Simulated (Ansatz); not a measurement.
Total density of states per atom from r²SCAN in the plane-wave PAW code Ansatz, in 0.25 eV bins, energy from the valence-band maximum:

(E (eV), states/eV/atom): (-7.85, 0.00); (-7.60, 0.00); (-7.35, 0.00); (-7.10, 0.00); (-6.85, 0.00); (-6.60, 0.00); (-6.35, 0.01); (-6.10, 0.07); (-5.85, 0.34); (-5.60, 0.56); (-5.35, 0.84); (-5.10, 0.49); (-4.85, 0.37); (-4.60, 0.55); (-4.35, 0.37); (-4.10, 0.37); (-3.85, 0.39); (-3.60, 0.37); (-3.35, 0.58); (-3.10, 0.76); (-2.85, 0.62); (-2.60, 0.53); (-2.35, 0.42); (-2.10, 0.35); (-1.85, 0.39); (-1.60, 0.73); (-1.35, 0.70); (-1.10, 0.82); (-0.85, 0.56); (-0.60, 0.37); (-0.35, 0.27); (-0.10, 0.17); (0.15, 0.00); (0.40, 0.00); (0.65, 0.00); (0.90, 0.00); (1.15, 0.00); (1.40, 0.00); (1.65, 0.00); (1.90, 0.00); (2.15, 0.00); (2.40, 0.00); (2.65, 0.00); (2.90, 0.00); (3.15, 0.00); (3.40, 0.00); (3.65, 0.00); (3.90, 0.00); (4.15, 0.00); (4.40, 0.00); (4.65, 0.00); (4.90, 0.00); (5.15, 0.00); (5.40, 0.01); (5.65, 0.01); (5.90, 0.02); (6.15, 0.03); (6.40, 0.06); (6.65, 0.18); (6.90, 0.31); (7.15, 0.48); (7.40, 0.45); (7.65, 0.31); (7.90, 0.16); (8.15, 0.12); (8.40, 0.16); (8.65, 0.18); (8.90, 0.22); (9.15, 0.30); (9.40, 0.41); (9.65, 0.28); (9.90, 0.17)

**Question.** Which of these materials gives this?
A. PtRhN2, R-3m (Rh on 3b, Pt on 3a, N on 6c)
B. GeBCN, R3m (B on 3a, N on 3a, Ge on 3a, C on 3a)
C. CaTiHO2, P4/mmm (Ca on 1d, Ti on 1a, O on 2f, H on 1b)
D. BeAlNO, P3m1 (Al on 1b, Be on 1c, O on 1b, N on 1c)

**Answer.** D, BeAlNO, P3m1 (Al on 1b, Be on 1c, O on 1b, N on 1c). Top 1 eV of the valence band: N 2p 80 %, O 2p 11 %, Al 3p 6 %. Bottom 1 eV of the conduction band: Be 2s 32 %, O 2s 18 %, Al 3p 14 %, N 2s 13 %, Al 3s 9 %, N 2p 6 %. Projections are on Löwdin-orthogonalised atomic valence shells; empty p or d shells of many metals are not among them.

The start of the workflow was typed in or built on a structure type; neither database checked (COD, Materials Project) lists it. Whether it is the stable phase at ambient conditions was not checked. The r²SCAN relaxation kept the symmetry of its start; its stability against distortions is not shown here.

Potentials: the earlier of the program's two PAW sets. The files were generated under PBE; for other functionals the program regenerates the frozen cores, and for LDA and PBEsol the local potential too.
